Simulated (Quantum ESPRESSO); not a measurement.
Ga2InAlP4, finding a planted mistake in a log

A calculation, not a measurement. The program is pw.x of Quantum ESPRESSO 7.5 (plane-wave density functional theory). The cell is made up: 8 atoms on a zincblende/diamond lattice, with randomly drawn elements, strain and displacements, not relaxed. PseudoDojo standard norm-conserving files (v0.5 for PBE, v0.4.1 for LDA and PBEsol) set the functional; there is no spin polarisation, spin-orbit coupling or dispersion term, and the masses in the input are unused placeholders.

Intended input:

```
&control calculation='scf', pseudo_dir='./dojo.nc.sr.pbe.v0_5.standard.upf', outdir='./o', disk_io='medium', tprnfor=.true., tstress=.true. /
&system ibrav=0, nat=8, ntyp=4, nbnd=37, ecutwfc=79.96652505, nosym=.true., tot_charge=0,
 occupations='smearing', smearing='fd', degauss=0.0018374661
/
&electrons conv_thr=7.350e-09, electron_maxstep=60, /
ATOMIC_SPECIES
Al 1.0 Al.upf
Ga 1.0 Ga.upf
In 1.0 In.upf
P 1.0 P.upf
CELL_PARAMETERS angstrom
5.5035 0.0 0.0
0.0 5.5035 0.0
0.0 0.0 5.5035
ATOMIC_POSITIONS angstrom
Ga -0.0219 0.0057 0.0031
In 0.0222 2.6764 2.7116
Al 2.7732 0.0614 2.7578
Ga 2.8095 2.7914 0.0428
P 1.2815 1.2761 1.3148
P 1.3665 4.1012 4.1402
P 4.1737 1.3417 4.0661
P 4.1145 4.1291 1.3664
K_POINTS automatic
4 4 4 1 1 1
```

The log is shortened where brackets say so; the opening notice, blank lines, dates and the lines on written files are dropped, and the path of the files is cut. It prints rydbergs, bohrs and kilobars, and counts compression as positive stress.

Log of the intended run:

```
     Program PWSCF v.7.5
     Parallel version (MPI & OpenMP), running on       1 processor cores
     Number of MPI processes:                 1
     Threads/MPI process:                     1
     [start-up lines left out]
     bravais-lattice index     =            0
     lattice parameter (alat)  =      10.4001  a.u.
     unit-cell volume          =    1124.8990 (a.u.)^3
     number of atoms/cell      =            8
     number of atomic types    =            4
     number of electrons       =        62.00
     number of Kohn-Sham states=           37
     kinetic-energy cutoff     =      79.9665  Ry
     charge density cutoff     =     319.8661  Ry
     scf convergence threshold =      7.3E-09
     mixing beta               =       0.7000
     number of iterations used =            8  plain     mixing
     Exchange-correlation= PBE
                           (   1   4   3   4   0   0   0)
     [axes and pseudopotential details left out]
   Cartesian axes
     site n.     atom                  positions (alat units)
         1        Ga     tau(   1) = (  -0.0039793   0.0010357   0.0005633  )
         2        In     tau(   2) = (   0.0040338   0.4863087   0.4927046  )
         3        Al     tau(   3) = (   0.5038975   0.0111565   0.5010993  )
         4        Ga     tau(   4) = (   0.5104933   0.5072045   0.0077769  )
         5        P      tau(   5) = (   0.2328518   0.2318706   0.2389025  )
         6        P      tau(   6) = (   0.2482965   0.7451985   0.7522849  )
         7        P      tau(   7) = (   0.7583719   0.2437903   0.7388208  )
         8        P      tau(   8) = (   0.7476152   0.7502680   0.2482784  )
     number of k points=    32  Fermi-Dirac smearing, width (Ry)=  0.0018
                       cart. coord. in units 2pi/alat
        k(    1) = (   0.1250000   0.1250000   0.1250000), wk =   0.0625000
        k(    2) = (   0.1250000   0.1250000   0.3750000), wk =   0.0625000
     [further k points left out]
     Dense  grid:   108767 G-vectors     FFT dimensions: (  60,  60,  60)
     Estimated max dynamical RAM per process >     144.28 MB
     Initial potential from superposition of free atoms
     starting charge      61.9877, renormalised to      62.0000
     Starting wfcs are   47 randomized atomic wfcs
     total cpu time spent up to now is       25.5 secs
     per-process dynamical memory:    90.0 Mb
     Self-consistent Calculation
     iteration #  1     ecut=    79.97 Ry     beta= 0.70
     Davidson diagonalization with overlap
     ethr =  1.00E-02,  avg # of iterations =  4.0
     Threshold (ethr) on eigenvalues was too large:
     Diagonalizing with lowered threshold
     Davidson diagonalization with overlap
     ethr =  5.68E-04,  avg # of iterations =  2.0
     total cpu time spent up to now is      100.0 secs
     total energy              =    -498.90754243 Ry
     estimated scf accuracy    <       0.36165466 Ry
     iteration #  2     ecut=    79.97 Ry     beta= 0.70
     Davidson diagonalization with overlap
     ethr =  5.83E-04,  avg # of iterations =  2.0
     total cpu time spent up to now is      126.6 secs
     total energy              =    -498.99399426 Ry
     estimated scf accuracy    <       0.07347200 Ry
     [iterations 3 to 8 left out]
     iteration #  9     ecut=    79.97 Ry     beta= 0.70
     Davidson diagonalization with overlap
     ethr =  1.17E-10,  avg # of iterations =  4.5
     total cpu time spent up to now is      438.3 secs
     total energy              =    -499.00886886 Ry
     estimated scf accuracy    <       0.00000003 Ry
     iteration # 10     ecut=    79.97 Ry     beta= 0.70
     Davidson diagonalization with overlap
     ethr =  4.57E-11,  avg # of iterations =  2.0
     total cpu time spent up to now is      479.1 secs
     End of self-consistent calculation
     [lines on levels left out]
!    total energy              =    -499.00886887 Ry
     estimated scf accuracy    <          1.5E-09 Ry
     smearing contrib. (-TS)   =      -0.00000000 Ry
     internal energy E=F+TS    =    -499.00886887 Ry
     The total energy is F=E-TS. E is the sum of the following terms:
     one-electron contribution =    -226.54787592 Ry
     hartree contribution      =     156.87447080 Ry
     xc contribution           =    -142.70928311 Ry
     ewald contribution        =    -286.62618064 Ry
     convergence has been achieved in  10 iterations
     Forces acting on atoms (cartesian axes, Ry/au):
     atom    1 type  2   force =    -0.01320207   -0.03779813   -0.03223076
     atom    2 type  3   force =     0.00979276    0.04907637   -0.00110722
     atom    3 type  1   force =    -0.02957768   -0.03526273   -0.00793094
     atom    4 type  2   force =    -0.02872248   -0.02989767   -0.02710981
     atom    5 type  4   force =     0.10314569   -0.00583570   -0.02340822
     atom    6 type  4   force =     0.04471559    0.04080256    0.02198902
     atom    7 type  4   force =    -0.06411131   -0.02466322    0.07622219
     atom    8 type  4   force =    -0.02204048    0.04357852   -0.00642426
     Total force =     0.195207     Total SCF correction =     0.000125
     Computing stress (Cartesian axis) and pressure
          total   stress  (Ry/bohr**3)                   (kbar)     P=       67.35
   0.00044230   0.00008876   0.00004200           65.07       13.06        6.18
   0.00008876   0.00046159   0.00009530           13.06       67.90       14.02
   0.00004200   0.00009530   0.00046955            6.18       14.02       69.07
     init_run     :     24.25s CPU     25.30s WALL (       1 calls)
     electrons    :    437.72s CPU    453.61s WALL (       1 calls)
     forces       :      6.58s CPU      6.70s WALL (       1 calls)
     stress       :     22.51s CPU     22.67s WALL (       1 calls)
     [timing details left out]
     PWSCF        :   8m11.38s CPU   8m28.99s WALL
     JOB DONE.
```

A second run was made from an input with one planted mistake. Its log:

```
     Program PWSCF v.7.5
     Parallel version (MPI & OpenMP), running on       1 processor cores
     Number of MPI processes:                 1
     Threads/MPI process:                     1
     [start-up lines left out]
     bravais-lattice index     =            0
     lattice parameter (alat)  =      10.4001  a.u.
     unit-cell volume          =    1124.8990 (a.u.)^3
     number of atoms/cell      =            8
     number of atomic types    =            4
     number of electrons       =        62.00
     number of Kohn-Sham states=           37
     kinetic-energy cutoff     =      79.9665  Ry
     charge density cutoff     =     319.8661  Ry
     scf convergence threshold =      7.3E-09
     mixing beta               =       0.7000
     number of iterations used =            8  plain     mixing
     Exchange-correlation= PBE
                           (   1   4   3   4   0   0   0)
     [axes and pseudopotential details left out]
   Cartesian axes
     site n.     atom                  positions (alat units)
         1        Ga     tau(   1) = (  -0.0039793   0.0010357   0.0005633  )
         2        In     tau(   2) = (   0.0040338   0.4863087   0.4927046  )
         3        Al     tau(   3) = (   0.5038975   0.0111565   0.5010993  )
         4        Ga     tau(   4) = (   0.5104933   0.5072045   0.0077769  )
         5        P      tau(   5) = (   0.2328518   0.2318706   0.2389025  )
         6        P      tau(   6) = (   0.2482965   0.7451985   0.7522849  )
         7        P      tau(   7) = (   0.7583719   0.2437903   0.7388208  )
         8        P      tau(   8) = (   0.7476152   0.7502680   0.2482784  )
     number of k points=     1  Fermi-Dirac smearing, width (Ry)=  0.0018
                       cart. coord. in units 2pi/alat
        k(    1) = (  -0.5000000  -0.5000000  -0.5000000), wk =   2.0000000
     Dense  grid:   108767 G-vectors     FFT dimensions: (  60,  60,  60)
     Estimated max dynamical RAM per process >     144.28 MB
     Initial potential from superposition of free atoms
     starting charge      61.9877, renormalised to      62.0000
     Starting wfcs are   47 randomized atomic wfcs
     total cpu time spent up to now is        3.1 secs
     per-process dynamical memory:    88.9 Mb
     Self-consistent Calculation
     iteration #  1     ecut=    79.97 Ry     beta= 0.70
     Davidson diagonalization with overlap
     ethr =  1.00E-02,  avg # of iterations =  4.0
     total cpu time spent up to now is        5.3 secs
     total energy              =    -498.17988366 Ry
     estimated scf accuracy    <       0.66349264 Ry
     iteration #  2     ecut=    79.97 Ry     beta= 0.70
     Davidson diagonalization with overlap
     ethr =  1.07E-03,  avg # of iterations =  3.0
     total cpu time spent up to now is        7.3 secs
     total energy              =    -498.35842784 Ry
     estimated scf accuracy    <       0.14871697 Ry
     [iterations 3 to 9 left out]
     iteration # 10     ecut=    79.97 Ry     beta= 0.70
     Davidson diagonalization with overlap
     ethr =  6.14E-11,  avg # of iterations =  4.0
     total cpu time spent up to now is       21.1 secs
     total energy              =    -498.38728002 Ry
     estimated scf accuracy    <       0.00000002 Ry
     iteration # 11     ecut=    79.97 Ry     beta= 0.70
     Davidson diagonalization with overlap
     ethr =  2.58E-11,  avg # of iterations =  2.0
     total cpu time spent up to now is       21.9 secs
     End of self-consistent calculation
     [lines on levels left out]
!    total energy              =    -498.38728002 Ry
     estimated scf accuracy    <          1.8E-09 Ry
     smearing contrib. (-TS)   =       0.00000000 Ry
     internal energy E=F+TS    =    -498.38728002 Ry
     The total energy is F=E-TS. E is the sum of the following terms:
     one-electron contribution =    -226.33890366 Ry
     hartree contribution      =     157.57337903 Ry
     xc contribution           =    -142.99557475 Ry
     ewald contribution        =    -286.62618064 Ry
     convergence has been achieved in  11 iterations
     Forces acting on atoms (cartesian axes, Ry/au):
     atom    1 type  2   force =    -0.01020658   -0.04003249   -0.03228647
     atom    2 type  3   force =     0.00421861    0.04357999   -0.00127817
     atom    3 type  1   force =    -0.03033313   -0.04168222   -0.01009632
     atom    4 type  2   force =    -0.03539520   -0.02441146   -0.03414152
     atom    5 type  4   force =     0.10413644   -0.00864569   -0.01885654
     atom    6 type  4   force =     0.05994843    0.04696689    0.03456382
     atom    7 type  4   force =    -0.06243460   -0.02417360    0.07302092
     atom    8 type  4   force =    -0.02993399    0.04839859   -0.01092573
     Total force =     0.204654     Total SCF correction =     0.000136
     Computing stress (Cartesian axis) and pressure
          total   stress  (Ry/bohr**3)                   (kbar)     P=      125.79
   0.00084379   0.00009456   0.00003471          124.13       13.91        5.11
   0.00009456   0.00085657   0.00010305           13.91      126.01       15.16
   0.00003471   0.00010305   0.00086492            5.11       15.16      127.23
     init_run     :      2.76s CPU      2.90s WALL (       1 calls)
     electrons    :     18.34s CPU     18.82s WALL (       1 calls)
     forces       :      0.40s CPU      0.42s WALL (       1 calls)
     stress       :      1.14s CPU      1.18s WALL (       1 calls)
     [timing details left out]
     PWSCF        :     22.84s CPU     23.60s WALL
     JOB DONE.
```

Question: what was wrong in the second input?

Answer: the k-point mesh is too coarse. The input lines that differ, file-writing options aside:

```
- 4 4 4 1 1 1
+ 1 1 1 1 1 1
```

|  | intended run | run with the mistake |
| --- | --- | --- |
| free energy (eV) | -6789.362 | -6780.904 |
| smearing term -TS (eV) | 0.0000 | 0.0000 |
| pressure (GPa) | 6.73 | 12.58 |
| largest force component (eV/Å) | 2.652 | 2.677 |
| largest change of a force component (eV/Å) |  | 0.392 |
| iterations | 10 | 11 |

For scale, a rerun of the intended cell at 1377 eV and a 6 x 6 x 6 mesh moved values by no more than 0.008 eV in energy, 0.02 GPa in stress and 0.002 eV/Å in force.